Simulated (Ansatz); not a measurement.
Molecular dynamics on a 1×1×1 supercell (8 atoms) of InBi₂S₄Br (C2/m), relaxed with r2SCAN+rVV10. Forces come from r2SCAN in the PAW code Ansatz: a Langevin thermostat at fixed volume, 2200 K, steps of 1 fs. Spin polarisation is off, nuclei are classical, and the run is far too short for thermal averages.

```yaml
crystal:
  lattice:
    - [6.2686102005, -1.9589494256, 0.0925822791]
    - [6.2686102005, 1.9589494256, 0.0925822791]
    - [-3.7801574161, 0.0, 7.815204368]
  atoms:
    - { symbol: In, position: [0.0, 0.0, 0.0] }
    - { symbol: Bi, position: [0.7908485357, 0.7908485357, 0.2647653475] }
    - { symbol: Bi, position: [0.2091514643, 0.2091514643, 0.7352346525] }
    - { symbol: S, position: [0.8384699142, 0.8384699142, 0.689084472] }
    - { symbol: S, position: [0.1615300858, 0.1615300858, 0.310915528] }
    - { symbol: S, position: [0.6232396139, 0.6232396139, 0.9439935177] }
    - { symbol: S, position: [0.3767603861, 0.3767603861, 0.0560064823] }
    - { symbol: Br, position: [0.5, 0.5, 0.5] }
kpoints:
  mp_grid: { grid: [4, 4, 2] }
hamiltonian:
  xc: r2scan
scf:
  occupations: { method: fermi_dirac, width: 0.19 }
md:
  ensemble: nvt_langevin
  temperature: 2200
  timestep: 1.0
  n_steps: 20
  initial_velocities: maxwell_boltzmann
  seed: 1457
```

Run as `ansatz run input.yaml --threads 4 --pin off --max-ram 4608MiB --backend cpu --events-out ev --progress --plain --runs-dir out`.

**Question.** It ran on 4 threads of Arm Neoverse N1, with other jobs on the host, load about 0.9 per core. About how long did it take, and how much host memory at the peak?

**Answer.** About 5.3 min, with a peak of 1.2 GiB.

**Question.** How do temperature and energy develop?

**Answer.** The temperature starts at 1925 K, is lowest at step 18 (936 K, 18 fs) and ends at 992 K. The thermostat hasn't had time to restore it. The atoms start on their lattice sites with kinetic energy alone, so much of it first passes into potential energy. The first value is 7/8 of the setting, since velocities are drawn without the motion of the centre of mass and T is counted over all atoms. By the last step the atoms have moved 0.17 Å in the root mean square, the drift of the whole cell taken out, 0.27 Å at most.
```csv
step,t (fs),T (K),free energy F from step 0 (meV/atom),kinetic energy (meV/atom),largest force (eV/Å)
0,0,1925,0.0,248.8,0.05
1,1,1972,0.5,254.9,0.13
2,2,2124,1.7,274.6,0.25
3,3,2056,3.7,265.8,0.38
4,4,2194,6.5,283.6,0.52
5,5,1971,10.0,254.8,0.65
6,6,1910,14.1,246.9,0.79
7,7,1942,18.9,251.0,0.92
8,8,1826,24.1,236.0,1.05
9,9,1893,29.8,244.7,1.17
10,10,1773,35.9,229.2,1.29
11,11,1884,42.2,243.6,1.41
12,12,1682,48.9,217.5,1.53
13,13,1746,56.0,225.7,1.65
14,14,1544,63.5,199.5,1.77
15,15,1295,70.7,167.3,1.89
16,16,1284,77.6,165.9,2.00
17,17,1157,84.1,149.5,2.09
18,18,936,90.1,121.0,2.18
19,19,992,95.9,128.3,2.27
20,20,992,101.8,128.2,2.37
```

Positions (Å) and forces (eV/Å) at step 20:
```
In  -0.009   0.034   0.065     0.377   0.632  -2.250
Bi   8.946  -0.063   2.266    -0.644  -0.211  -0.515
Bi  -0.219   0.000   5.771     0.347  -0.020   0.170
S    7.794  -0.041   5.278    -0.012   0.342   0.656
S    0.828  -0.104   2.262     0.940   0.568   2.028
S    4.123   0.028   7.313     0.943  -0.239   0.591
S    4.728   0.131   0.511    -1.834  -0.804  -0.380
Br   4.328   0.107   3.991    -0.117  -0.268  -0.299
```
